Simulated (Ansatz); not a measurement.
Lattice vibrations of Mg₃CdSe₄ at Γ

These are results of Ansatz, DFT PBE, scalar-relativistic, plane waves, PAW, not measurements. Cutoff 420 eV, 6×6×6 k-points (Γ-centred), fixed occupations. No spin polarisation. Phonons by linear response, acoustic sum rule imposed.

Equilibrium structure at this level:
```
CELL_PARAMETERS angstrom
6.04376 0.00000 0.00000
0.00000 6.04376 0.00000
0.00000 0.00000 6.04376
ATOMIC_POSITIONS crystal
Mg 0.00000 0.50000 0.50000
Mg 0.50000 0.00000 0.50000
Mg 0.50000 0.50000 0.00000
Cd 0.00000 0.00000 0.00000
Se 0.25578 0.25578 0.74422
Se 0.25578 0.74422 0.25578
Se 0.74422 0.25578 0.25578
Se 0.74422 0.74422 0.74422
```

The structure comes from a generated guess, relaxed at this level; another structure or a mixture of phases may lie lower.

Optical modes at Γ (transverse, no macroscopic field):
| frequency (THz) | degeneracy | IR intensity of the level ((D/Å)²/amu) |
| --- | --- | --- |
| 1.75 | 3 | 0.18 |
| 2.42 | 3 | 0.00 |
| 4.86 | 3 | 6.71 |
| 4.90 | 2 | 0.00 |
| 4.92 | 1 | 0.00 |
| 7.40 | 3 | 0.00 |
| 7.85 | 3 | 37.58 |
| 8.66 | 3 | 4.06 |

All 21 optical modes at Γ are real: no displacement of atoms at fixed cell lowers the energy to second order. Strains and modes at other wave vectors aren't tested by this run.

| Item | Value |
| --- | --- |
| Electronic dielectric constant ε∞ (principal values) | 5.23 |
| Static dielectric constant ε0 (principal values) | 8.1 |
| Refractive index √ε∞, mean | 2.29 |
| Kohn–Sham gap on the mesh | 1.93 eV |
| Cost | 7.2 min on 4 threads of Intel(R) Xeon(R) Platinum 8259CL CPU @ 2.50GHz (Skylake/Cascade Lake), with other jobs on the host, peak memory 5.3 GiB |

Born effective charges (e):
```json
{"atom": "Mg (atom 1)", "Z*xx": "1.80", "Z*yy": "1.99", "Z*zz": "1.99", "mean": "1.93"}
{"atom": "Cd (atom 4)", "Z*xx": "2.15", "Z*yy": "2.15", "Z*zz": "2.15", "mean": "2.15"}
{"atom": "Se (atom 5)", "Z*xx": "-1.98", "Z*yy": "-1.98", "Z*zz": "-1.98", "mean": "-1.98"}
```

The modes are given without the long-range field that lifts LO modes in polar crystals.
